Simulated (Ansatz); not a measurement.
AlInN$_{2}$ in space group P3m1 (No. 156; In on 1b, N on 1b, Al on 1c, N on 1c), DFT-PBE in the program Ansatz with PAW potentials. The conduction-band minimum lies at Γ, with 1 equivalent valley. Second derivatives d²E/dk² of the lowest band at one valley (eV·Å²), along Cartesian directions:

```tsv
direction	d²E/dk²
[100]	57.32
[010]	57.32
[001]	52.44
[110]	57.32
[101]	54.90
[011]	54.90
```

### Question
Find the principal effective masses, the density-of-states mass and the conductivity mass.

### Answer
Off-diagonal terms follow from H_xy = H[110] − (H_xx + H_yy)/2, and m*/mₑ = 7.620 eV·Å² over each eigenvalue: 0.13, 0.13, 0.15. One valley's DOS mass (m₁m₂m₃)^(1/3) = 0.14, conductivity mass 3/(Σ 1/mᵢ) = 0.14 mₑ.

### Question
What effective density of states Nc follows at 300 K for parabolic valleys?

### Answer
Nc = 2.509e19 × 1 × (0.14)^(3/2) ≈ 1.3e18 cm⁻³.

The start of the workflow was typed in or built on a structure type; neither database checked (COD, Materials Project) lists it. Whether it is the stable phase at ambient conditions was not checked. Symmetry was held in the PBE relaxation; its stability against distortions is not shown here. Spin–orbit coupling is left out wherever it is not named.

Potentials: the earlier of the program's two PAW sets.

Edges and masses are those of Kohn–Sham bands, whose gap is no quasiparticle gap.
